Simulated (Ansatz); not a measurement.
Ansatz (an electronic-structure program) input:

Ansatz 0.2 input:
```yaml
crystal:
  lattice:
    - [3.3107400877, 0.0, 0.0]
    - [-1.6553700438, 2.8671850213, 0.0]
    - [0.0, 0.0, 5.2447573833]
  atoms:
    - { symbol: Hf, position: [0.6666666667, 0.3333333333, 0.75] }
    - { symbol: Hf, position: [0.3333333333, 0.6666666667, 0.25] }
    - { symbol: C, position: [0.0, 0.0, 0.0] }
    - { symbol: C, position: [0.0, 0.0, 0.5] }
kpoints:
  mp_grid: { grid: [10, 10, 6] }
  band_path:
    path:
      - [[0.0, 0.0, 0.0], [0.5, 0.0, 0.0], [0.3333333333, 0.3333333333, 0.0], [0.0, 0.0, 0.0], [0.0, 0.0, 0.5], [0.5, 0.0, 0.5], [0.3333333333, 0.3333333333, 0.5], [0.0, 0.0, 0.5]]  # Γ-M-K-Γ-A-L-H-A
      - [[0.5, 0.0, 0.5], [0.5, 0.0, 0.0]]  # L-M
      - [[0.3333333333, 0.3333333333, 0.5], [0.3333333333, 0.3333333333, 0.0]]  # H-K
    npoints: 8
hamiltonian:
  xc: r2scan
  pseudopotentials: { kind: paw }
magnetization: { noncollinear: true, spin_orbit: true }
scf:
  n_extra_bands: 12
  convergence: { dr2_threshold: 0.0000000001 }
  occupations: { method: gaussian, width: 0.05 }
output: { eigenvalues: true }
```

Output (shortened):

```
Pseudopotential: Hf, paw_fr, valence charge 26
Pseudopotential: C, paw_fr, valence charge 4
Functional definition: r2SCAN
non-collinear run that drives no moment, with spin-orbit …
Crystal: 4 atoms, lattice volume = 49.786 Å³
Basis set: ecut = 500 eV, 1255 PW (Γ), exchange–correlation on 100×100×160 points (64 copies of the dense FFT grid, shifted against one another)
Bands: 72, of which v1, the nominal top of the filled ones, is band 60 counted from 1 (59 counted from 0)
Symmetry: 24 space group operations + 24 with time reversal
k-points: 56 of 600
Projection manifold: j_resolved (fully-relativistic pseudo-atomic orbitals)
SCF iter   1: F=—  HF=-31922.205921 eV  |F-HF|=—  |Δ(HF+E_count)|=         —  Δρ=7.73e-2  dr2=4.08e0  dr2_τ=1.62e-1  dr2_m=0.00e0 (ungated)  ethr=3.10e-3  |M|=0.00e0 ∫|m|=0.00e0 μB  |m|>n=0.0e0 m-floor=0.0e0 τ_xc=0.0e0  β_m=0.30  ⟨swp⟩=4.6  Hψ=7553  notcnv=0  defer=82
preconditioner: auto → Resta (q_TF=auto, 2.814 Å⁻¹)
spin=Noncollinear: Resta preconditioning applied to the charge; magnetization (m_x, m_y, m_z) channels mix plain (no charge-response kernel on spin).
SCF iter   2: F=—  HF=-31921.872233 eV  |F-HF|=—  |Δ(HF+E_count)|=   3.34e-1  Δρ=4.73e-2  dr2=1.33e0  dr2_τ=1.62e-2  dr2_m=0.00e0 (ungated)  ethr=3.10e-3  |M|=0.00e0 ∫|m|=0.00e0 μB  |m|>n=0.0e0 m-floor=0.0e0 τ_xc=0.0e0  β_m=0.50  ⟨swp⟩=2.0  Hψ=2841  notcnv=0  defer=378
SCF iter   3: F=—  HF=-31921.746170 eV  |F-HF|=—  |Δ(HF+E_count)|=   1.26e-1  Δρ=1.49e-2  dr2=6.65e-2  dr2_τ=1.37e-3  dr2_m=0.00e0 (ungated)  ethr=2.22e-3  |M|=0.00e0 ∫|m|=0.00e0 μB  |m|>n=0.0e0 m-floor=0.0e0 τ_xc=0.0e0  β_m=0.66  ⟨swp⟩=2.1  Hψ=3033  notcnv=0  defer=378
SCF iter   4: F=—  HF=-31921.774214 eV  |F-HF|=—  |Δ(HF+E_count)|=   2.80e-2  Δρ=6.13e-3  dr2=1.24e-2  dr2_τ=3.90e-4  dr2_m=0.00e0 (ungated)  ethr=1.11e-4  |M|=0.00e0 ∫|m|=0.00e0 μB  |m|>n=0.0e0 m-floor=0.0e0 τ_xc=0.0e0  β_m=0.60  ⟨swp⟩=2.1  Hψ=3963  notcnv=0  defer=382
SCF iter   5: F=—  HF=-31921.771249 eV  |F-HF|=—  |Δ(HF+E_count)|=   2.96e-3  Δρ=2.12e-3  dr2=1.59e-3  dr2_τ=2.24e-5  dr2_m=0.00e0 (ungated)  ethr=2.06e-5  |M|=0.00e0 ∫|m|=0.00e0 μB  |m|>n=0.0e0 m-floor=0.0e0 τ_xc=0.0e0  β_m=0.77  ⟨swp⟩=2.0  Hψ=3086  notcnv=0  defer=382
SCF iter   6: F=—  HF=-31921.771618 eV  |F-HF|=—  |Δ(HF+E_count)|=   3.69e-4  Δρ=9.90e-4  dr2=5.49e-4  dr2_τ=1.50e-5  dr2_m=0.00e0 (ungated)  ethr=2.64e-6  |M|=0.00e0 ∫|m|=0.00e0 μB  |m|>n=0.0e0 m-floor=0.0e0 τ_xc=0.0e0  β_m=0.89  ⟨swp⟩=2.0  Hψ=3122  notcnv=0  defer=382
SCF iter   7: F=—  HF=-31921.771652 eV  |F-HF|=—  |Δ(HF+E_count)|=   3.40e-5  Δρ=2.56e-4  dr2=3.88e-5  dr2_τ=1.15e-7  dr2_m=0.00e0 (ungated)  ethr=9.15e-7  |M|=0.00e0 ∫|m|=0.00e0 μB  |m|>n=0.0e0 m-floor=0.0e0 τ_xc=0.0e0  β_m=0.94  ⟨swp⟩=2.0  Hψ=2812  notcnv=0  defer=382
SCF iter   8: F=—  HF=-31921.771679 eV  |F-HF|=—  |Δ(HF+E_count)|=   2.70e-5  Δρ=6.06e-5  dr2=1.93e-6  dr2_τ=1.49e-8  dr2_m=0.00e0 (ungated)  ethr=6.46e-8  |M|=0.00e0 ∫|m|=0.00e0 μB  |m|>n=0.0e0 m-floor=0.0e0 τ_xc=0.0e0  β_m=0.97  ⟨swp⟩=2.0  Hψ=3503  notcnv=0  defer=382
SCF iter  11: F=-31921.771681 eV  HF=-31921.771681 eV  |F-HF|=1.82e-11  |Δ(HF+E_count)|=  2.91e-10  Δρ=2.92e-7  dr2=4.18e-11  dr2_τ=3.90e-13  dr2_m=0.00e0 (ungated)  ethr=1.00e-12  |M|=0.00e0 ∫|m|=0.00e0 μB  |m|>n=0.0e0 m-floor=0.0e0 τ_xc=0.0e0  ⟨swp⟩=8.3  Hψ=8078  notcnv=0
SCF 1 converged in 11 iterations: F = -31921.771681 eV  dr2 = 4.18e-11
NSCF: frozen V_eff on 75 k-points
SCF converged after 11 iterations
Magnetization: |M| = 0.0000 μB,  M = (+0.0000, +0.0000, +0.0000) μB
Absolute magnetization: 0.0000 μB (∫|m|)
  site 0: m = (+0.0000, +0.0000, +0.0000) μB, |m| = 0.0000 μB  (R = 0.96 Å)
  site 1: m = (+0.0000, +0.0000, +0.0000) μB, |m| = 0.0000 μB  (R = 0.96 Å)
  site 2: m = (+0.0000, +0.0000, +0.0000) μB, |m| = 0.0000 μB  (R = 0.96 Å)
  site 3: m = (+0.0000, +0.0000, +0.0000) μB, |m| = 0.0000 μB  (R = 0.96 Å)
Free energy (F): -31921.771681 eV
Harris-Foulkes:  -31921.771681 eV  (|F-HF|=1.82e-11)
Internal energy: -31921.770516 eV  (E = F + TS)
E sigma→0 (E₀):  -31921.771098 eV
Entropy (-TS):   -0.001165 eV (-0.291 meV/atom)
Fermi energy:    20.895340 eV
--- Per-component energies (eV) ---
  E_band       = 206.407415
  E_kinetic    = 1026.089477
  E_local      = -9933.301225  (includes V_loc(G=0)·N_el)
  E_nonlocal   = -2446.098421
  E_hartree    = 4707.027915
  E_xc         = -663.235661
  E_vxc        = -719.960153  (∫ρ·V_xc dr)
  E_paw        = -14053.982900  (= ΣΔE_a)
  E_vpaw       = 2830.126680  (= ΣTr[D̂ρ^β])
  E_aug_tail   = 0.000005  (compensation charges beyond the density's cutoff)
  E_vtau       = 35.495237  (kinetic-family band-sum trace: ∫τ·v_τ [+ j·A + Jᵃ·Aᵃ] dr)
  E_ewald      = -10558.854444
  E_core_change = 0.584739  (= ΣΔE_core)
  E_smearing   = -0.001165  (= −TS)
  E_closure    = 0.000000  (closes the sum)
  Σ components = -31921.771681   (vs F -31921.771681, Δ=0.00e0)
  [band-id]    e_kinetic+e_local+e_nonlocal+2·e_hartree+e_vxc+e_vpaw+e_augmentation_tail+e_vtau = 206.407429   (vs E_band 206.407415, Δ=1.43e-5)
--- Band table (eV; the first three rows and the last of 56) ---
  k-point 0: bands = ["-42.3622", "-42.3622", "-42.3107", "-42.3107", "-16.0705", "-16.0705", "-15.8815", "-15.8815", "-8.7156", "-8.7156", "-8.1965", "-8.1965", "-8.0997", "-8.0997", "-8.0474", "-8.0474", "6.8900", "6.8900", "8.2687", "8.2687", "8.2700", …
  k-point 1: bands = ["-42.3587", "-42.3587", "-42.3142", "-42.3142", "-16.0577", "-16.0577", "-15.8940", "-15.8940", "-8.6749", "-8.6749", "-8.1900", "-8.1900", "-8.1062", "-8.1062", "-8.0967", "-8.0967", "7.0719", "7.0719", "8.2612", "8.2612", "8.2704", …
  k-point 2: bands = ["-42.3493", "-42.3493", "-42.3236", "-42.3236", "-16.0228", "-16.0228", "-15.9283", "-15.9283", "-8.5609", "-8.5609", "-8.2277", "-8.2277", "-8.1723", "-8.1723", "-8.1239", "-8.1239", "7.5767", "7.5767", "8.2389", "8.2389", "8.2751", …
  k-point 55: bands = ["-42.3067", "-42.3067", "-42.3067", "-42.3067", "-16.0983", "-16.0983", "-16.0798", "-16.0798", "-8.7199", "-8.7199", "-8.6408", "-8.6408", "-8.4082", "-8.4082", "-8.2647", "-8.2647", "8.2193", "8.2193", "8.2681", "8.2681", "8.2774", …
```

Cost: very roughly 4 core-minutes on shared cores.

Space group P6_3/mmc (NiAs type). The workflow started from a Materials Project entry (that database holds measured and hypothetical structures alike); the Crystallography Open Database copy checked does not list it. It is not the phase usual at ambient conditions (space group No. 225). The r²SCAN relaxation kept the symmetry of its start; its stability against distortions is not shown here. No spin polarisation was allowed.

Potentials: the later of the program's two PAW sets.

Ansatz is a plane-wave DFT program.
